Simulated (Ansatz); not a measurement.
Given:

TiNiAs:
```xyz
12
Lattice="6.2134 0.0000 0.0000 0.0000 3.7022 0.0000 0.0000 0.0000 7.0988" Properties=species:S:1:pos:R:3 pbc="T T T"
Ti     0.1529     0.9255     2.2858
Ti     6.0605     2.7766     4.8130
Ti     2.9538     2.7766     5.8352
Ti     3.2596     0.9255     1.2636
Ni     0.9242     0.9255     6.6366
Ni     5.2891     2.7766     0.4622
Ni     2.1825     2.7766     3.0872
Ni     4.0309     0.9255     4.0116
As     1.6677     0.9255     4.4081
As     4.5456     2.7766     2.6907
As     1.4390     2.7766     0.8587
As     4.7744     0.9255     6.2401
```

This is the r²SCAN-relaxed structure.

Problem. All from DFT-r²SCAN in the program Ansatz with PAW potentials, unless another level is named. Estimate the electronic character.

Solution. metallic (no gap).

Problem. Give the density of states at the Fermi level.

Solution. 0.62 states/eV per atom (mean over ±0.08 eV).

Space group Pnma. The first step of the workflow began from a Materials Project structure, measured or hypothetical; the Crystallography Open Database copy checked does not list it. Its standing as an ambient phase is unchecked. The cell was relaxed with r²SCAN under the symmetry of its start; its stability against distortions is not shown here. The run is not spin-polarised. Spin–orbit coupling is left out wherever it is not named.

Potentials: the later of the program's two PAW sets.
